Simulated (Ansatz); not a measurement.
One crystal and one scan (energy against volume) at two levels, PBE (plane waves to 420 eV, PAW, scalar-relativistic; Ansatz, an electronic-structure program) and r2SCAN (plane waves to 500 eV, PAW, scalar-relativistic; Ansatz), each from its own relaxed cell and on its own mesh. The cell shown is that of PBE.

Nb3Sn (A15, Cr3Si type)

```
CELL_PARAMETERS angstrom
      5.31932     0.00000     0.00000
      0.00000     5.31932     0.00000
      0.00000     0.00000     5.31932
ATOMIC_POSITIONS crystal
  Nb 0.25000 0.00000 0.50000
  Nb 0.75000 0.00000 0.50000
  Nb 0.00000 0.50000 0.25000
  Nb 0.00000 0.50000 0.75000
  Nb 0.50000 0.25000 0.00000
  Nb 0.50000 0.75000 0.00000
  Sn 0.00000 0.00000 0.00000
  Sn 0.50000 0.50000 0.50000
```

Equation-of-state scan: isotropic scaling of the cell above, V₀ being its volume. Symmetry pins the atoms to their sites.

E stands for the smeared free energy. Nb3Sn is run without spin polarisation. Nb3Sn was relaxed with its symmetry unable to fall. Percentages come from the unrounded values. Both scans cover V/V₀ from 0.840 to 1.160.

| quantity | PBE | r2SCAN | PBE − r2SCAN |
|---|---|---|---|
| Lattice constant a (Å) | 5.319 | 5.304 | +0.015 (+0.3 %) |
| Pressure at the smallest volume (GPa) | 40.5 | 42.2 | -1.7 (-4.0 %) |
| Energy cost of the largest compression (meV/atom) | 327 | 339 | -12 (-3.3 %) |
| Energy cost of the largest expansion (meV/atom) | 187 | 196 | -9 (-4 %) |
| Bulk modulus B₀ (third-order Birch-Murnaghan fit) (GPa) | 161.3 | 169.1 | -7.8 (-4.6 %) |
| Pressure derivative B₀′ (fit) | 4.2 | 4.1 | +0.1 (+2 %) |
| Pressure for 5 % compression (fit) (GPa) | 9.2 | 9.6 | -0.4 (-4 %) |

PBE gives the higher value for: lattice constant a. PBE gives the lower value for: pressure at the smallest volume; energy cost of the largest compression; energy cost of the largest expansion; bulk modulus B₀; pressure for 5 % compression. For the lattice constant a the reference is 5.289 Å (measured, room temperature or unstated; as given in Priinits, Taimo, Vargunin, Artjom, Liivand, Aleksandr, (2024), arXiv:2406.00817): it holds thermal shifts, so no verdict is drawn. For the bulk modulus B₀ the reference is 165 GPa (measured at or taken to low temperature; as given in Z. W. Lu, Barry M. Klein, Physical Review Letters (1997), arXiv:cond-mat/9704251): within its tolerance of 5 % it doesn't tell which level is nearer. 

ΔE (meV/atom), each from the relaxed starting cell of its own level:

```csv
V/V₀,PBE,r2SCAN
0.840,327,339
0.867,216,223
0.893,131,136
0.920,70,73
0.947,30,31
0.973,7,7
1.000,0,0
1.027,6,7
1.053,25,26
1.080,53,55
1.107,91,94
1.133,136,141
1.160,187,196
```

(Under strain, the slope of the energy per volume gives the stress and its curvature an elastic modulus.)
